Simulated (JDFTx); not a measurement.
An input for a modified build of JDFTx (SiC(110), linear PCM (GLSSA13), water, 1 M NaCl; bohr, hartree) and the course of its log:

```
lattice \
  5.8179675666 0.0000000000 0.0000000000 \
  0.0000000000 8.2278486494 0.0000000000 \
  0.0000000000 0.0000000000 50.6446601400
coords-type Lattice
ion C 0.5000000000 0.4905715530 -0.2020797717 0
ion C 0.0000000000 -0.0096424972 -0.1447624177 0
ion C 0.5000000000 0.5000000000 -0.0861586530 0
ion C 0.0000000000 0.0000000000 -0.0287195510 0
ion C 0.5000000000 0.5000000000 0.0287195510 0
ion C 0.0000000000 0.0000000000 0.0861586530 0
ion C 0.5000000000 0.4903575028 0.1447624177 0
ion C 0.0000000000 -0.0094284470 0.2020797717 0
ion Si 0.0000000000 0.2935054224 -0.1930737070 0
ion Si 0.5000000000 0.7446995922 -0.1461577758 0
ion Si 0.0000000000 0.2500000000 -0.0861586530 0
ion Si 0.5000000000 0.7500000000 -0.0287195510 0
ion Si 0.0000000000 0.2500000000 0.0287195510 0
ion Si 0.5000000000 0.7500000000 0.0861586530 0
ion Si 0.0000000000 0.2446995922 0.1461577758 0
ion Si 0.5000000000 0.7935054224 0.1930737070 0
ion-species pseudo/c_pbe_v1.2.upf
ion-species pseudo/si_pbe_v1.upf
elec-cutoff 20 100
elec-ex-corr gga-PBE
coulomb-interaction Slab 001
coulomb-truncation-embed 0 0 0
kpoint-folding 6 4 1
elec-smearing Fermi 0.003
elec-n-bands 39
target-mu -0.176029
electronic-scf nIterations 100 energyDiffThreshold 1e-07
fluid LinearPCM
pcm-variant GLSSA13
fluid-solvent H2O
fluid-cation Na+ 1
fluid-anion Cl- 1
fluid-minimize nIterations 400 knormThreshold 1e-12
wavefunction read f0.wfns
elec-initial-eigenvals f0.eigenvals
elec-initial-fillings read f0.fillings
fluid-initial-state f0.fluidState
dump-name f0_u2.$VAR
dump End State Ecomponents EigStats BandEigs Forces ElecDensity IonicPositions Fillings Kpoints Dtot FluidDebug BoundCharge FluidDensity
```

```
[one cycle in 5 is shown, and the last three; fluid-solver lines are left out]
	FillingsUpdate:  mu: -0.176029000  nElectrons: 63.153689
SCF: Cycle:  0   G: -66.019587580463920   dG: +1.231e-01   |Residual|: 7.095e-02   |deigs|: 8.978e-09
	FillingsUpdate:  mu: -0.176029000  nElectrons: 63.865907
SCF: Cycle:  5   G: -66.142098004579083   dG: +4.782e-04   |Residual|: 8.414e-03   |deigs|: 3.955e-04
	FillingsUpdate:  mu: -0.176029000  nElectrons: 63.866132
SCF: Cycle: 10   G: -66.142910984706702   dG: +5.488e-05   |Residual|: 6.101e-03   |deigs|: 1.730e-04
	FillingsUpdate:  mu: -0.176029000  nElectrons: 63.801727
SCF: Cycle: 15   G: -66.142883729951180   dG: +6.892e-06   |Residual|: 7.107e-03   |deigs|: 1.278e-03
	FillingsUpdate:  mu: -0.176029000  nElectrons: 63.471758
SCF: Cycle: 20   G: -66.131275835379029   dG: +9.019e-03   |Residual|: 2.702e-02   |deigs|: 2.707e-03
	FillingsUpdate:  mu: -0.176029000  nElectrons: 63.687010
SCF: Cycle: 25   G: -66.147275699220813   dG: -8.010e-02   |Residual|: 9.620e-03   |deigs|: 6.360e-03
	FillingsUpdate:  mu: -0.176029000  nElectrons: 63.803688
SCF: Cycle: 30   G: -66.147610154549639   dG: -5.571e-04   |Residual|: 5.713e-03   |deigs|: 6.939e-04
	FillingsUpdate:  mu: -0.176029000  nElectrons: 63.754906
SCF: Cycle: 35   G: -66.154875217745456   dG: -1.895e-03   |Residual|: 7.599e-03   |deigs|: 6.343e-04
	FillingsUpdate:  mu: -0.176029000  nElectrons: 63.838642
SCF: Cycle: 40   G: -66.152691497648476   dG: +1.295e-03   |Residual|: 1.690e-02   |deigs|: 6.829e-04
	FillingsUpdate:  mu: -0.176029000  nElectrons: 62.531529
SCF: Cycle: 45   G: -65.996076733772369   dG: +1.624e-01   |Residual|: 8.170e-02   |deigs|: 5.338e-03
	FillingsUpdate:  mu: -0.176029000  nElectrons: 63.228302
SCF: Cycle: 50   G: -66.155465473197339   dG: +7.228e-04   |Residual|: 3.028e-02   |deigs|: 6.690e-04
	FillingsUpdate:  mu: -0.176029000  nElectrons: 62.364386
SCF: Cycle: 55   G: -65.950767260801882   dG: +9.797e-02   |Residual|: 8.988e-02   |deigs|: 1.708e-03
	FillingsUpdate:  mu: -0.176029000  nElectrons: 63.194243
SCF: Cycle: 60   G: -66.164154514039339   dG: +6.996e-03   |Residual|: 2.866e-02   |deigs|: 2.023e-03
	FillingsUpdate:  mu: -0.176029000  nElectrons: 60.338191
SCF: Cycle: 65   G: -64.646260866652895   dG: +7.383e-01   |Residual|: 2.141e-01   |deigs|: 6.726e-03
	FillingsUpdate:  mu: -0.176029000  nElectrons: 62.276282
SCF: Cycle: 70   G: -65.951793675527895   dG: -2.964e-01   |Residual|: 9.304e-02   |deigs|: 3.535e-03
	FillingsUpdate:  mu: -0.176029000  nElectrons: 60.952796
SCF: Cycle: 75   G: -65.117914210703617   dG: +2.833e-02   |Residual|: 1.830e-01   |deigs|: 2.104e-04
	FillingsUpdate:  mu: -0.176029000  nElectrons: 60.010355
SCF: Cycle: 80   G: -64.434664845794202   dG: +1.639e+00   |Residual|: 2.267e-01   |deigs|: 1.639e-02
	FillingsUpdate:  mu: -0.176029000  nElectrons: 59.109676
SCF: Cycle: 85   G: -62.624880276500136   dG: +1.247e+00   |Residual|: 2.590e-01   |deigs|: 6.353e-03
	FillingsUpdate:  mu: -0.176029000  nElectrons: 59.984030
SCF: Cycle: 90   G: -64.476499534279810   dG: +1.580e+00   |Residual|: 2.277e-01   |deigs|: 1.548e-02
	FillingsUpdate:  mu: -0.176029000  nElectrons: 59.251505
SCF: Cycle: 95   G: -62.812895093807114   dG: -1.447e+00   |Residual|: 2.563e-01   |deigs|: 2.060e-02
	FillingsUpdate:  mu: -0.176029000  nElectrons: 59.366816
SCF: Cycle: 97   G: -63.460018974754448   dG: -2.026e-01   |Residual|: 2.457e-01   |deigs|: 1.947e-03
	FillingsUpdate:  mu: -0.176029000  nElectrons: 59.677705
SCF: Cycle: 98   G: -64.143599937121351   dG: -6.836e-01   |Residual|: 2.368e-01   |deigs|: 4.100e-03
	FillingsUpdate:  mu: -0.176029000  nElectrons: 62.012684
SCF: Cycle: 99   G: -65.928159133158744   dG: -1.785e+00   |Residual|: 9.793e-02   |deigs|: 1.873e-02
SCF: None of the convergence criteria satisfied after 100 iterations.
IonicMinimize: Iter:   0  G: -65.928159133158744  |grad|_K:  0.000e+00
IonicMinimize: Converged (|grad|_K<1.000000e-04).
```

This run gave no converged result. The electronic loop ended without meeting its threshold, so the last energy, electron count and forces aren't results.
